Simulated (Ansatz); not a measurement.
The start is a generated cell, VBiO4 placed in the AFLOW prototype A4BC_tI24_141_h_b_a (as in ZrSiO4). A full variable-cell relaxation at zero pressure is run with r2SCAN (plane waves to 500 eV, PAW, scalar-relativistic; Ansatz, a first-principles code). The first steps use a coarse 4×4×4 k-mesh.

The start:
```yaml
crystal:
  lattice:
    - [-3.45989, 3.45989, 3.13266]
    - [3.45989, -3.45989, 3.13266]
    - [3.45989, 3.45989, -3.13266]
  atoms:
    - { symbol: O, position: [0.13610, 0.32010, 0.81600] }
    - { symbol: O, position: [0.61390, 0.92990, 0.68400] }
    - { symbol: O, position: [0.24590, 0.92990, 0.31600] }
    - { symbol: O, position: [0.50410, 0.32010, 0.18400] }
    - { symbol: O, position: [0.67990, 0.86390, 0.18400] }
    - { symbol: O, position: [0.07010, 0.75410, 0.68400] }
    - { symbol: O, position: [0.07010, 0.38610, 0.31600] }
    - { symbol: O, position: [0.67990, 0.49590, 0.81600] }
    - { symbol: Bi, position: [0.50000, 0.50000, 0.00000] }
    - { symbol: Bi, position: [0.25000, 0.75000, 0.50000] }
    - { symbol: V, position: [0.75000, 0.25000, 0.50000] }
    - { symbol: V, position: [0.00000, 0.00000, 0.00000] }
```
Spin-polarised start, with parallel moments on V.

Q: What pressure does the first self-consistent step give?

A: +61.6 GPa (positive: the cell is compressed).

Q: What is the largest force in the starting geometry, and on which atom (counted from 1)?

A: 15.97 eV/Å, on O1, O2, O3, O4, O5, O6, O7, O8 (atoms numbered as listed).

Q: How much energy is released per atom?

A: 2.22 eV/atom.

Q: How does the volume per atom move from start to end?

A: +14.5 %, from 12.50 to 14.32 Å³/atom.

Q: How do the shortest distances between atoms change?

A: The closest pairs of elements (up to four, under 3.6 Å), start → end: Bi–O 1.70 → 2.39 Å; O–V 2.23 → 1.71 Å; O–O 2.55 → 2.64 Å; Bi–V 3.13 → 3.22 Å.

Q: What band gap does the relaxed structure have at this level?

A: 2.87 eV, direct at k = (0.3333, 0.3333, -0.3333) (no spin-orbit coupling).

Q: What magnetic moments remain?

A: Zero (the starting moments vanished).

Q: Write out the relaxed structure.

A: 
```cif
data_Bi4O16V4
_chemical_formula_sum 'O16 Bi4 V4'
_space_group_name_H-M_alt 'I41/amd :1'
_space_group_IT_number 141
_space_group_name_Hall 'I 4bw 2bw -1bw'
_cell_length_a 7.30323
_cell_length_b 7.30323
_cell_length_c 6.44141
_cell_angle_alpha 90.000
_cell_angle_beta 90.000
_cell_angle_gamma 90.000
loop_
_atom_site_label
_atom_site_type_symbol
_atom_site_symmetry_multiplicity
_atom_site_Wyckoff_symbol
_atom_site_fract_x
_atom_site_fract_y
_atom_site_fract_z
_atom_site_occupancy
O1 O 16 h 0.18108 0.00000 0.16908 1
Bi1 Bi 4 b 0.00000 0.00000 0.50000 1
V1 V 4 a 0.00000 0.00000 0.00000 1
```
(The calculation used a cell of 12 atoms; values per cell refer to that cell.)

The space group stays I4₁/amd (No. 141) (the run could not lower it); the end is AFLOW prototype A4BC_tI24_141_h_b_a (as in ZrSiO4), with 12 atoms in the primitive cell. Final values are on a 6×6×6 k-mesh of the relaxed cell. No spin polarisation in the result: the starting moments vanished. The d or f electrons are treated with no Hubbard U. Without spin-orbit coupling the bands of the heavy element are not split, so the gap can be far off.

The run could not lose the symmetry of its start.

The first start was generated by placing the elements on the sites of a structure type. A measured structure of VBiO4 has the same space group, I4₁/amd (No. 141); the sites were not compared with it. Another known form has space group No. 88.
